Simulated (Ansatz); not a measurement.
ZnIr:
```xyz
2
Lattice="2.7720 0.0000 0.0000 -1.3860 2.4006 0.0000 0.0000 0.0000 4.1558" Properties=species:S:1:pos:R:3 pbc="T T T"
Zn     1.3860     0.8002     2.0779
Ir     0.0000     0.0000     0.0000
```

Relaxed with r²SCAN. Special points in fractions of this cell's reciprocal vectors: Γ (0.000, 0.000, 0.000); M (0.500, 0.000, 0.000); K (0.333, 0.333, 0.000); A (0.000, 0.000, 0.500); L (0.500, 0.000, 0.500); H (0.333, 0.333, 0.500).

### Question
List the band energies nearest the Fermi level at these points for r²SCAN in the plane-wave PAW code Ansatz.

### Answer
In eV from the Fermi level; about four levels below and three above (degenerate sets whole), none deeper than 8.9 eV; … stands for higher levels left out; points with the same levels are listed once.

```json
[
 {"k": "Γ", "below": "-2.74 -2.74 -0.70 -0.16 -0.16", "above": "5.92 15.16 …"},
 {"k": "M", "below": "-4.52 -3.93 -1.97 -0.74", "above": "1.57 3.95 7.51"},
 {"k": "K", "below": "-3.55 -3.39 -3.06 -2.39", "above": "2.43 2.93 3.50"},
 {"k": "A", "below": "-2.56 -2.56 -0.25 -0.25", "above": "12.14 15.12 …"},
 {"k": "L", "below": "-5.14 -1.42 -1.28 -1.25", "above": "0.67 1.58 4.88"},
 {"k": "H", "below": "-4.12 -3.72 -2.99 -0.89", "above": "1.38 5.42 5.93"}
]
```

Space group P-6m2. The first step of the workflow began from a Materials Project structure, measured or hypothetical; the Crystallography Open Database copy checked does not list it. With Zn and Ir taken as one species the cell has the higher symmetry P6_3/mmc, so it may be an ordered model of a mixed-site phase. Its standing as an ambient phase is unchecked. The r²SCAN relaxation kept the symmetry of its start; whether a distortion lowers the energy is not shown. The run is not spin-polarised. Spin–orbit coupling is left out wherever it is not named.

Potentials: the later of the program's two PAW sets.
